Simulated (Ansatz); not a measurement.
Below is a relaxed structure of Ba2Zr. The cell was found from a structure generator's guess, not taken from experiment.

The calculation used DFT PBE, scalar-relativistic, plane waves, PAW (Ansatz 0.2.0). Cutoff 420 eV, Γ-centred mesh, Gaussian smearing, no spin polarisation.

```
Ba Zr
1.0
     3.80174    0.00000    0.00000
    -1.90087    3.29240    0.00000
     0.00000    0.00000    9.57731
Ba Zr
2 1
Direct
  0.33333 0.66667 0.70417
  0.66667 0.33333 0.29583
  0.00000 0.00000 0.00000
```

Energies over the elements count from the elements' standard structures at the same level, with no fitted energy shifts.

(1) What space group does it have?

(2) How far does it lie from the elements in energy?

(3) Is it a metal?

(4) From what recipe could a structure generator have reached it?

Answers

(1) P-3m1 (No. 164), with Ba and Zr ordered on fcc sites. Conventional cell: a = 3.802 Å, c = 9.577 Å. Around Ba lie 3 Zr at 3.58 Å, 6 Ba at 3.80 Å and 3 Ba at 4.48 Å; Zr is surrounded by 6 Ba at 3.58 Å and 6 Zr at 3.80 Å.

(2) +0.57 eV/atom. The separate elements lie lower, so it is unstable against them.

(3) Yes, bands cross the Fermi level on the 12×12×6 mesh.

(4) One such recipe: ordered superstructure of fcc (P-3m1, No. 164). Other recipes can lead to the same cell.

The last run used a 12×12×6 mesh (in the run's order of axes) for its 3-atom cell and Gaussian smearing of 0.10 eV. Symmetry constrained the relaxation, so the result can be a saddle point.
